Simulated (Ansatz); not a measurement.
**Data sheet: Zn₃GaNO₃ (DFT)**

Zn3GaNO3:
```cif
data_GaNO3Zn3
_chemical_formula_sum 'Ga1 N1 Zn3 O3'
_space_group_name_H-M_alt 'P 1'
_space_group_IT_number 1
_cell_length_a 3.25982
_cell_length_b 3.25982
_cell_length_c 10.34594
_cell_angle_alpha 90.000
_cell_angle_beta 90.000
_cell_angle_gamma 120.000
loop_
_space_group_symop_operation_xyz
  'x, y, z'
loop_
_atom_site_label
_atom_site_type_symbol
_atom_site_fract_x
_atom_site_fract_y
_atom_site_fract_z
_atom_site_occupancy
Ga1 Ga 0.33333 0.66667 0.01242 1
N1 N 0.33333 0.66667 0.18792 1
Zn1 Zn 0.66667 0.33333 0.24575 1
O1 O 0.66667 0.33333 0.44605 1
Zn2 Zn 0.33333 0.66667 0.49115 1
O2 O 0.33333 0.66667 0.69202 1
Zn3 Zn 0.66667 0.33333 0.73561 1
O3 O 0.66667 0.33333 0.93878 1
```

Space group P3m1 (No. 156); conventional cell a = 3.260 Å, b = 3.260 Å, c = 10.346 Å, α = 90.00°, β = 90.00°, γ = 120.00°.

Method: r²SCAN (plane waves, PAW; program Ansatz). Structure relaxed to zero pressure with the same functional. Other levels are named where they apply.

**Cell and energy**

```yaml
volume_per_atom: 11.90 Å³
density: 5.72 g/cm³
Formation energy from the elements (no fitted shifts): -1.21 eV/atom
```

**Electronic structure**

```yaml
electronic_character: metallic (no gap)
Density of states at the Fermi level: 0.12 states/eV per atom (mean over ±0.08 eV)
Gap with spin–orbit coupling: none (metallic)
```

**Mechanics**

```yaml
Bulk modulus (Birch–Murnaghan fit): 139 GPa
Pressure derivative B′: 3.2
```

**Charges**

```yaml
bader_charges: Ga +1.67, N -1.51, Zn +1.16 to +1.29, O -1.32 to -1.29 e
```

The start of the workflow was typed in or built on a structure type; neither database checked (COD, Materials Project) lists it. Its standing as an ambient phase is unchecked. Symmetry was held in the r²SCAN relaxation; whether a distortion lowers the energy is not shown. The references are the lowest solids computed at this level, not always the standard phases (solids in place of the gases). Scalar-relativistic: spin–orbit coupling is off unless named, which matters more the heavier the elements.

Potentials: the earlier of the program's two PAW sets.
